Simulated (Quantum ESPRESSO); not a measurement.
Field gradients of CaMg3S4 from the PAW reconstruction of the field gradient on a scalar-relativistic PBE ground state (a modified build of Quantum ESPRESSO, JTH datasets). The input of pw.x:

```
&CONTROL
  calculation = 'scf'
  prefix = 'x'
  pseudo_dir = './pseudo'
  outdir = './out'
  tprnfor = .true.
/
&SYSTEM
  ibrav = 0
  nat = 8
  ntyp = 3
  ecutwfc = 40
  ecutrho = 160
  occupations = 'fixed'
  nbnd = 36
/
&ELECTRONS
  conv_thr = 1e-11
/
ATOMIC_SPECIES
Ca 40.078 Ca.GGA_PBE-JTH.UPF
S 32.060 S.GGA_PBE-JTH.UPF
Mg 24.305 Mg.GGA_PBE-JTH.UPF
CELL_PARAMETERS angstrom
    5.373198660000     0.000000000000     0.000000000000
    0.000000000000     5.373198660000     0.000000000000
    0.000000000000     0.000000000000     5.373198660000
ATOMIC_POSITIONS crystal
Ca     0.000000000000     0.000000000000     0.000000000000
S      0.500000000000     0.000000000000     0.000000000000
Mg     0.000000000000     0.500000000000     0.500000000000
S      0.500000000000     0.500000000000     0.500000000000
Mg     0.500000000000     0.000000000000     0.500000000000
S      0.000000000000     0.000000000000     0.500000000000
Mg     0.500000000000     0.500000000000     0.000000000000
S      0.000000000000     0.500000000000     0.000000000000
K_POINTS automatic
5 5 5 0 0 0
```
The cell was made here from a computed Materials Project entry: one of 4 Mg replaced by Ca, cell and atoms relaxed (PBE without dispersion, pw.x of Quantum ESPRESSO, symmetry kept). The parent is MgS in Fm-3m; whether this form has been observed was not checked. The swapped cell is a model, not a known phase. Stability against distortions was not tested.

Vzz is the sum of three terms, each taken along its main axis: the smooth valence density, the ions (nucleus and frozen core) with the augmentation charges of all other spheres, and the all-electron minus smooth density in the atom's own sphere. The split hangs on the datasets.  Cores are frozen. Against all-electron runs on small test molecules, this scheme's |Vzz| missed by −3 % on S.

```csv
site,smooth valence density,ions and other spheres,own sphere,Vzz (a.u.)
"S1 (atoms 2, 6, 8)",-0.211,0.163,…,…
```

Question: Fill in the missing entries.

Answer: 
- S1 (atoms 2, 6, 8), own sphere: -0.565
- S1 (atoms 2, 6, 8), Vzz (a.u.): -0.613
